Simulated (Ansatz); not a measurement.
The calculation used DFT PBE, scalar-relativistic, plane waves, PAW in Ansatz. Settings: cutoff 420 eV, Γ-centred meshes spaced at most about 0.3 Å⁻¹, and about 0.25 Å⁻¹ or finer for metals (2π included), Gaussian smearing. Collinear spin in cells that started with moments and kept them past the coarse steps, no spin elsewhere.

All energies are static (0 K, no zero-point motion). All come from trial cells, and lower structures may exist.

Question: Which of these relaxed structures of Lu3Sc2O is the lowest in energy?
A. Space group P6/mmm (No. 191), hexagonal, a = 4.776 Å, c = 10.767 Å. Lu on a site of symmetry -6m2 is surrounded by 3 O at 2.76 Å, 3 Lu at 2.76 Å and 6 Sc at 3.38 Å; Lu on a site of symmetry 6/mmm has 2 Sc at 3.43 Å; around Sc lie 1 O at 1.95 Å and 7 Lu at 3.38–3.43 Å; around O lie 2 Sc at 1.95 Å and 6 Lu at 2.76 Å.
B. Space group P-6m2 (No. 187), hexagonal, a = 5.080 Å, c = 6.340 Å. Around Lu on its first site lie 3 Lu at 2.93 Å, 2 O at 3.17 Å and 6 Sc at 3.27 Å; Lu on its second site is surrounded by 3 O at 2.93 Å, 2 Lu at 3.17 Å and 6 Sc at 3.40 Å; Sc has 1 Sc at 2.91 Å, 9 Lu at 3.27–3.40 Å, 3 O at 3.40 Å and 1 Sc at 3.43 Å; O has 3 Lu at 2.93 Å, 2 Lu at 3.17 Å and 6 Sc at 3.40 Å; 1 more site not described.
C. Space group P4/mmm (No. 123), tetragonal, a = 3.146 Å, c = 13.295 Å. Lu on a site of symmetry 4/mmm is surrounded by 4 Lu at 3.15 Å and 8 Sc at 3.39 Å; around Lu on a site of symmetry 4mm lie 4 O at 2.72 Å, 5 Lu at 3.11–3.15 Å and 4 Sc at 3.37 Å; Sc is surrounded by 4 Sc at 3.15 Å and 8 Lu at 3.37–3.39 Å; O is surrounded by 8 Lu at 2.72 Å and 4 O at 3.15 Å.
D. Space group I4/mmm (No. 139), tetragonal, a = 5.573 Å, c = 9.751 Å. Around Lu on a site of symmetry mmm lie 2 Lu at 2.79 Å, 2 O at 2.79 Å, 4 Sc at 3.44 Å and 4 Lu at 3.94 Å; Lu on a site of symmetry 4/mmm is surrounded by 4 Lu at 2.79 Å and 2 Sc at 2.87 Å; around Sc lie 1 O at 2.01 Å, 1 Lu at 2.87 Å and 4 Lu at 3.44 Å; O has 2 Sc at 2.01 Å and 4 Lu at 2.79 Å.

Answer: C. It has space group P4/mmm (No. 123); the next, D, with space group I4/mmm (No. 139), lies 0.34 eV/atom higher. Largest moments: C no spin, D no spin, B no spin, A 0.4 μB. Counting Lu or Sc atoms around O (for each partner element, those within 1.25 times its shortest distance or 1.15 times the sum of covalent radii, where it is the nearest in units of that sum or under 1.3; a plus sign parts groups by distance over the sum of covalent radii), the lowest has O 8 and the next has O 2+4.

The magnetic state reached may not be the lowest. Cells relaxed within their symmetry can be saddle points. Some candidate types were left out of the draw beforehand, so a known form may be missing.
